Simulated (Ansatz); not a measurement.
A relaxation computed with Ansatz, from input to last step.

```yaml
crystal:
  lattice:
    - [2.8753603816, -4.6950584384, 0.0017205947]
    - [2.8753603816, 4.6950584384, 0.0017205947]
    - [-2.2758592621, 0.0, 8.8333137637]
  atoms:
    - { symbol: Li, position: [0.0489195465, 0.7018313984, 0.4412810259] }
    - { symbol: Li, position: [0.7731837798, 0.5458893722, 0.0418804419] }
    - { symbol: Li, position: [0.3292000359, 0.6707999641, 0.25] }
    - { symbol: Li, position: [0.7018313984, 0.0489195465, 0.9412810259] }
    - { symbol: Li, position: [0.5458893722, 0.7731837798, 0.5418804419] }
    - { symbol: Li, position: [0.4541106278, 0.2268162202, 0.4581195581] }
    - { symbol: Li, position: [0.2981686016, 0.9510804535, 0.0587189741] }
    - { symbol: Li, position: [0.6707999641, 0.3292000359, 0.75] }
    - { symbol: Li, position: [0.2268162202, 0.4541106278, 0.9581195581] }
    - { symbol: Li, position: [0.9510804535, 0.2981686016, 0.5587189741] }
    - { symbol: Nb, position: [0.911908573, 0.088091427, 0.25] }
    - { symbol: Nb, position: [0.088091427, 0.911908573, 0.75] }
    - { symbol: O, position: [0.9877713366, 0.3276563455, 0.1075374588] }
    - { symbol: O, position: [0.1991254742, 0.4254683108, 0.4109584722] }
    - { symbol: O, position: [0.3276563455, 0.9877713366, 0.6075374588] }
    - { symbol: O, position: [0.4254683108, 0.1991254742, 0.9109584722] }
    - { symbol: O, position: [0.1123326044, 0.8876673956, 0.25] }
    - { symbol: O, position: [0.8876673956, 0.1123326044, 0.75] }
    - { symbol: O, position: [0.5745316892, 0.8008745258, 0.0890415278] }
    - { symbol: O, position: [0.6723436545, 0.0122286634, 0.3924625412] }
    - { symbol: O, position: [0.8008745258, 0.5745316892, 0.5890415278] }
    - { symbol: O, position: [0.0122286634, 0.6723436545, 0.8924625412] }
basis:
  ecutwfc: 420
kpoints:
  mp_grid: { grid: [6, 6, 4] }
hamiltonian:
  xc: pbesol
scf:
  occupations: { method: gaussian, width: 0.02 }
output:
  forces: true
  stress: true
  eigenvalues: true
  write_density: true
  write_potential: true
  elf: true
  volumetric_format: npy
relax:
  adjacent_minimum: "off"
  f_tol: 0.01
  max_steps: 30
  cell: { stress_tol: 0.1, fix: [volume] }
```

```bash
ansatz run input.yaml --threads 4 --pin off --max-ram 10240MiB --backend cpu --events-out ev --progress --plain --runs-dir out
```

These are results of DFT PBEsol, scalar-relativistic, plane waves, PAW in Ansatz, not measurements.

The volume is held at 1.06 times that of the relaxed cell.

Of 7 frames 6 are shown, positions in Å and forces in eV/Å; the SCF threshold varies from step to step. Steps run on the plane waves of an earlier cell, with a Pulay correction in the pressure. The basis is chosen afresh for the last frame, the zero of the energies, and at times for earlier ones too; energy and pressure can step there, also at an unchanged geometry. Where two frames share a geometry here, they differ by under 2 meV/atom and 0.3 GPa.

```xyz
22
Lattice="2.8754 -4.6951 0.0017 2.8754 4.6951 0.0017 -2.2759 0.0000 8.8333" Properties=species:S:1:pos:R:3:forces:R:3 pbc="T T T" step=1 free_energy_over_end_meV_per_atom=1.43 pressure_GPa=-5.42
Li    1.1544    3.0655    3.8993    0.0095   -0.0187    0.0584
Li    3.6975   -1.0672    0.3722    0.0119   -0.0123   -0.0284
Li    2.3064    1.6038    2.2100    0.0000    0.0176    0.0000
Li    0.0165   -3.0655    8.3159    0.0095    0.0187    0.0584
Li    2.5596    1.0672    4.7889    0.0119    0.0123   -0.0284
Li    0.9153   -1.0672    4.0479   -0.0119   -0.0123    0.0284
Li    3.4584    3.0655    0.5208   -0.0095   -0.0187   -0.0584
Li    1.1685   -1.6038    6.6267    0.0000   -0.0176    0.0000
Li   -0.2226    1.0672    8.4645   -0.0119    0.0123    0.0284
Li    2.3205   -3.0655    4.9375   -0.0095    0.0187   -0.0584
Nb    2.3064   -3.8679    2.2100    0.0000   -0.0602    0.0000
Nb    1.1685    3.8679    6.6267    0.0000    0.0602    0.0000
O     3.5376   -3.0993    0.9522   -0.2821   -0.1800    0.2560
O     0.8606    1.0627    3.6312   -0.2391   -0.0039   -0.2233
O     2.3997    3.0993    5.3688   -0.2821    0.1800    0.2560
O    -0.2773   -1.0627    8.0479   -0.2391    0.0039   -0.2233
O     2.3064    3.6402    2.2100    0.0000    0.5068    0.0000
O     1.1685   -3.6402    6.6267    0.0000   -0.5068    0.0000
O     3.7521    1.0627    0.7889    0.2391   -0.0039    0.2233
O     1.0752   -3.0993    3.4679    0.2821   -0.1800   -0.2560
O     2.6142   -1.0627    5.2056    0.2391    0.0039    0.2233
O    -0.0627    3.0993    7.8846    0.2821    0.1800   -0.2560
22
Lattice="2.8734 -4.6978 0.0014 2.8734 4.6978 0.0014 -2.2752 0.0000 8.8344" Properties=species:S:1:pos:R:3:forces:R:3 pbc="T T T" step=2 free_energy_over_end_meV_per_atom=0.14 pressure_GPa=-4.11
Li    1.1547    3.0674    3.9036   -0.0089   -0.0031    0.0489
Li    3.6961   -1.0684    0.3605    0.0099    0.0017   -0.0009
Li    2.3046    1.6223    2.2100    0.0000   -0.0094    0.0000
Li    0.0171   -3.0674    8.3208   -0.0089    0.0031    0.0489
Li    2.5585    1.0684    4.7777    0.0099   -0.0017   -0.0009
Li    0.9132   -1.0684    4.0596   -0.0099    0.0017    0.0009
Li    3.4546    3.0674    0.5165    0.0089   -0.0031   -0.0489
Li    1.1670   -1.6223    6.6273    0.0000    0.0094    0.0000
Li   -0.2244    1.0684    8.4768   -0.0099   -0.0017    0.0009
Li    2.3170   -3.0674    4.9337    0.0089    0.0031   -0.0489
Nb    2.3046   -3.8627    2.2100    0.0000   -0.0837    0.0000
Nb    1.1670    3.8627    6.6273    0.0000    0.0837    0.0000
O     3.5282   -3.1004    0.9603    0.0022    0.0084   -0.0327
O     0.8524    1.0668    3.6211   -0.0077    0.0419    0.0086
O     2.3906    3.1004    5.3775    0.0022   -0.0084   -0.0327
O    -0.2852   -1.0668    8.0383   -0.0077   -0.0419    0.0086
O     2.3046    3.6636    2.2100    0.0000    0.0358    0.0000
O     1.1670   -3.6636    6.6273    0.0000   -0.0358    0.0000
O     3.7568    1.0668    0.7990    0.0077    0.0419   -0.0086
O     1.0810   -3.1004    3.4598   -0.0022    0.0084    0.0327
O     2.6193   -1.0668    5.2162    0.0077   -0.0419   -0.0086
O    -0.0566    3.1004    7.8770   -0.0022   -0.0084    0.0327
22
Lattice="2.8700 -4.7007 0.0012 2.8700 4.7007 0.0012 -2.2733 0.0000 8.8396" Properties=species:S:1:pos:R:3:forces:R:3 pbc="T T T" step=3 free_energy_over_end_meV_per_atom=0.07 pressure_GPa=-4.06
Li    1.1523    3.0694    3.9093   -0.0094   -0.0080    0.0377
Li    3.6931   -1.0682    0.3608    0.0036   -0.0060   -0.0056
Li    2.3017    1.6244    2.2111    0.0000   -0.0042    0.0000
Li    0.0157   -3.0694    8.3291   -0.0094    0.0080    0.0377
Li    2.5564    1.0682    4.7806    0.0036    0.0060   -0.0056
Li    0.9102   -1.0682    4.0614   -0.0036   -0.0060    0.0056
Li    3.4510    3.0694    0.5128    0.0094   -0.0080   -0.0377
Li    1.1650   -1.6244    6.6309    0.0000    0.0042    0.0000
Li   -0.2265    1.0682    8.4812   -0.0036    0.0060    0.0056
Li    2.3143   -3.0694    4.9327    0.0094    0.0080   -0.0377
Nb    2.3017   -3.8671    2.2111    0.0000   -0.0079    0.0000
Nb    1.1650    3.8671    6.6309    0.0000    0.0079    0.0000
O     3.5236   -3.1024    0.9605    0.0155   -0.0046   -0.0247
O     0.8514    1.0707    3.6226    0.0001    0.0180    0.0061
O     2.3869    3.1024    5.3804    0.0155    0.0046   -0.0247
O    -0.2852   -1.0707    8.0424    0.0001   -0.0180    0.0061
O     2.3017    3.6664    2.2111    0.0000    0.0142    0.0000
O     1.1650   -3.6664    6.6309    0.0000   -0.0142    0.0000
O     3.7519    1.0707    0.7996   -0.0001    0.0180   -0.0061
O     1.0797   -3.1024    3.4616   -0.0155   -0.0046    0.0247
O     2.6152   -1.0707    5.2194   -0.0001   -0.0180   -0.0061
O    -0.0569    3.1024    7.8814   -0.0155    0.0046    0.0247
22
Lattice="2.8681 -4.7065 0.0000 2.8681 4.7065 0.0000 -2.2755 0.0000 8.8356" Properties=species:S:1:pos:R:3:forces:R:3 pbc="T T T" step=4 free_energy_over_end_meV_per_atom=0.02 pressure_GPa=-3.99
Li    1.1486    3.0719    3.9144   -0.0050   -0.0039    0.0007
Li    3.6924   -1.0706    0.3587    0.0001   -0.0073   -0.0019
Li    2.2992    1.6295    2.2089    0.0000    0.0032    0.0000
Li    0.0108   -3.0719    8.3322   -0.0050    0.0039    0.0007
Li    2.5546    1.0706    4.7766    0.0001    0.0073   -0.0019
Li    0.9061   -1.0706    4.0590   -0.0001   -0.0073    0.0019
Li    3.4499    3.0719    0.5033    0.0050   -0.0039   -0.0007
Li    1.1615   -1.6295    6.6267    0.0000   -0.0032    0.0000
Li   -0.2316    1.0706    8.4768   -0.0001    0.0073    0.0019
Li    2.3121   -3.0719    4.9212    0.0050    0.0039   -0.0007
Nb    2.2992   -3.8704    2.2089    0.0000   -0.0010    0.0000
Nb    1.1615    3.8704    6.6267    0.0000    0.0010    0.0000
O     3.5224   -3.1065    0.9577    0.0098   -0.0110   -0.0062
O     0.8505    1.0775    3.6208   -0.0081    0.0013    0.0035
O     2.3846    3.1065    5.3755    0.0098    0.0110   -0.0062
O    -0.2873   -1.0775    8.0387   -0.0081   -0.0013    0.0035
O     2.2992    3.6754    2.2089    0.0000    0.0039    0.0000
O     1.1615   -3.6754    6.6267    0.0000   -0.0039    0.0000
O     3.7480    1.0775    0.7969    0.0081    0.0013   -0.0035
O     1.0761   -3.1065    3.4601   -0.0098   -0.0110    0.0062
O     2.6102   -1.0775    5.2147    0.0081   -0.0013   -0.0035
O    -0.0617    3.1065    7.8779   -0.0098    0.0110    0.0062
22
Lattice="2.8677 -4.7086 -0.0017 2.8677 4.7086 -0.0017 -2.2803 0.0000 8.8340" Properties=species:S:1:pos:R:3:forces:R:3 pbc="T T T" step=5 free_energy_over_end_meV_per_atom=0.01 pressure_GPa=-3.98
Li    1.1444    3.0737    3.9120   -0.0040   -0.0002    0.0029
Li    3.6931   -1.0764    0.3587   -0.0049    0.0043   -0.0064
Li    2.2976    1.6317    2.2068    0.0000   -0.0056    0.0000
Li    0.0042   -3.0737    8.3290   -0.0040    0.0002    0.0029
Li    2.5529    1.0764    4.7757   -0.0049   -0.0043   -0.0064
Li    0.9022   -1.0764    4.0549    0.0049    0.0043    0.0064
Li    3.4509    3.0737    0.5016    0.0040   -0.0002   -0.0029
Li    1.1575   -1.6317    6.6238    0.0000    0.0056    0.0000
Li   -0.2380    1.0764    8.4719    0.0049   -0.0043    0.0064
Li    2.3107   -3.0737    4.9186    0.0040    0.0002   -0.0029
Nb    2.2976   -3.8731    2.2068    0.0000    0.0072    0.0000
Nb    1.1575    3.8731    6.6238    0.0000   -0.0072    0.0000
O     3.5222   -3.1110    0.9554    0.0088   -0.0016   -0.0100
O     0.8481    1.0793    3.6205   -0.0108    0.0049   -0.0042
O     2.3820    3.1110    5.3724    0.0088    0.0016   -0.0100
O    -0.2920   -1.0793    8.0375   -0.0108   -0.0049   -0.0042
O     2.2976    3.6771    2.2068    0.0000   -0.0069    0.0000
O     1.1575   -3.6771    6.6238    0.0000    0.0069    0.0000
O     3.7472    1.0793    0.7931    0.0108    0.0049    0.0042
O     1.0731   -3.1110    3.4583   -0.0088   -0.0016    0.0100
O     2.6070   -1.0793    5.2101    0.0108   -0.0049    0.0042
O    -0.0671    3.1110    7.8753   -0.0088    0.0016    0.0100
22
Lattice="2.8678 -4.7082 -0.0029 2.8678 4.7082 -0.0029 -2.2839 0.0000 8.8356" Properties=species:S:1:pos:R:3:forces:R:3 pbc="T T T" step=7 free_energy_over_end_meV_per_atom=0.00 pressure_GPa=-3.97
Li    1.1417    3.0735    3.9126    0.0033    0.0031   -0.0007
Li    3.6923   -1.0763    0.3558    0.0004    0.0013   -0.0028
Li    2.2968    1.6308    2.2060    0.0000    0.0011    0.0000
Li   -0.0003   -3.0735    8.3304    0.0033   -0.0031   -0.0007
Li    2.5503    1.0763    4.7736    0.0004   -0.0013   -0.0028
Li    0.9013   -1.0763    4.0563   -0.0004    0.0013    0.0028
Li    3.4520    3.0735    0.4995   -0.0033    0.0031    0.0007
Li    1.1548   -1.6308    6.6238    0.0000   -0.0011    0.0000
Li   -0.2407    1.0763    8.4741   -0.0004   -0.0013    0.0028
Li    2.3100   -3.0735    4.9173   -0.0033   -0.0031    0.0007
Nb    2.2968   -3.8727    2.2060    0.0000   -0.0070    0.0000
Nb    1.1548    3.8727    6.6238    0.0000    0.0070    0.0000
O     3.5226   -3.1125    0.9538    0.0065   -0.0016   -0.0035
O     0.8458    1.0809    3.6211    0.0012   -0.0001   -0.0035
O     2.3807    3.1125    5.3716    0.0065    0.0016   -0.0035
O    -0.2962   -1.0809    8.0389    0.0012    0.0001   -0.0035
O     2.2968    3.6766    2.2060    0.0000    0.0034    0.0000
O     1.1548   -3.6766    6.6238    0.0000   -0.0034    0.0000
O     3.7478    1.0809    0.7910   -0.0012   -0.0001    0.0035
O     1.0710   -3.1125    3.4583   -0.0065   -0.0016    0.0035
O     2.6059   -1.0809    5.2088   -0.0012    0.0001    0.0035
O    -0.0710    3.1125    7.8761   -0.0065    0.0016    0.0035
```

Time: 58 s on 4 threads of Intel(R) Xeon(R) 6975P-C (Granite Rapids), on a shared host, peak memory 1.3 GiB.